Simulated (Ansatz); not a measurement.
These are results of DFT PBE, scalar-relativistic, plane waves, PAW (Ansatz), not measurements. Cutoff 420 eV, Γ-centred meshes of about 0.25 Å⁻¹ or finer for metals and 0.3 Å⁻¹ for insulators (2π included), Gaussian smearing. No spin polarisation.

Relaxed structures of Zr3W4Se, with energies over the first row. Coordination counts W or Zr atoms around Se (for each partner element, those within 1.25 times its shortest distance or 1.15 times the sum of covalent radii, where it is the nearest in units of that sum or under 1.3; a plus sign parts groups by distance over the sum of covalent radii).

```
#  form                                   sites  V (Å³/atom)  coordination  ΔE (meV/atom)
1  P4mm  Zr 1b, 1a, 1b; W 1b, 1a, 1b, 1a; Se 1a         18.7          Se 8              0
2  P4mm          Zr 1a, 1b, 1b; W 2c, 2c; Se 1a         18.4        Se 8+4            436
```

A further structure, relaxed alike:

```xyz
8
Lattice="3.2473 0.0000 0.0000 0.0000 3.2473 0.0000 0.0000 0.0000 14.0885" Properties=species:S:1:pos:R:3 pbc="T T T"
Zr    0.0000    0.0000    7.0442
Zr    1.6237    1.6237   12.1799
Zr    1.6237    1.6237    1.9086
W     0.0000    0.0000    3.8002
W     1.6237    1.6237    5.2320
W     1.6237    1.6237    8.8565
W     0.0000    0.0000   10.2883
Se    0.0000    0.0000    0.0000
```

Task: Place it among the others.

Result: It falls between rows 1 and 2, 22 meV/atom above row 1, with space group P4/mmm (No. 123) and 18.6 Å³/atom. Counting W or Zr atoms around Se, this cell and row 1 both have Se 8. Zr on a site of symmetry 4/mmm has 8 W at 2.93 Å, 2 W at 3.24 Å and 4 Zr at 3.25 Å; Zr on a site of symmetry 4mm is surrounded by 4 W at 2.98 Å, 4 Se at 2.99 Å, 4 Zr at 3.25 Å, 1 W at 3.32 Å and 1 Zr at 3.82 Å; around W on its first site lie 4 W at 2.71 Å, 4 Zr at 2.98 Å, 1 Zr at 3.24 Å, 4 W at 3.25 Å and 1 Se at 3.80 Å; Se has 8 Zr at 2.99 Å, 4 Se at 3.25 Å and 2 W at 3.80 Å; 1 more site not described.

For metals, differences of a few meV/atom aren't resolved. Spin–orbit coupling, which can matter for W, is left out. With atoms moved at random, row 1 (by 35 meV/atom) fell into a lower structure and the further cell came back. Row 2 had no clear such test and can be a saddle point.
